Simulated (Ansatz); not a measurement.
## Straining Hf2N

The calculation used DFT PBEsol, scalar-relativistic, plane waves, PAW (Ansatz 0.2.0). Run with 420 eV cutoff, 8×8×12 k-mesh, Gaussian smearing of 0.10 eV, no spin polarisation.

The relaxed crystal:

```xyz
6
Lattice="5.2955 0.0000 0.0000 0.0000 5.2955 0.0000 0.0000 0.0000 3.2274" Properties=species:S:1:pos:R:3 pbc="T T T"
Hf    1.5646    1.5646    0.0000
Hf    3.7309    3.7309    0.0000
Hf    4.2124    1.0831    1.6137
Hf    1.0831    4.2124    1.6137
N     0.0000    0.0000    0.0000
N     2.6478    2.6478    1.6137
```

Deformation: biaxial strain in the a-b plane, with the length and tilt of c and the atoms relaxed, all within the symmetry that the strain leaves. Energies are extrapolated to zero smearing. Stress is positive in compression, on the Cartesian axes of the cell above.

Spin–orbit coupling is left out, which can shift energies with elements as heavy as these.

```
strain (%)  ΔE (meV/atom) a (Å) b (Å) c (Å)  σxx (GPa)  σyy (GPa)  σzz (GPa)
      -3.0           39.1  5.137  5.137  3.285      14.45      14.45       0.01
      -2.0           17.0  5.190  5.190  3.264       9.35       9.35       0.00
      -1.0            4.1  5.243  5.243  3.245       4.50       4.50      -0.01
      +0.0            0.0  5.296  5.296  3.227      -0.03      -0.03       0.00
      +1.0            4.1  5.348  5.348  3.211      -4.21      -4.21       0.01
      +2.0           15.8  5.401  5.401  3.196      -8.00      -8.00       0.00
      +3.0           34.4  5.454  5.454  3.181     -11.39     -11.39       0.00
```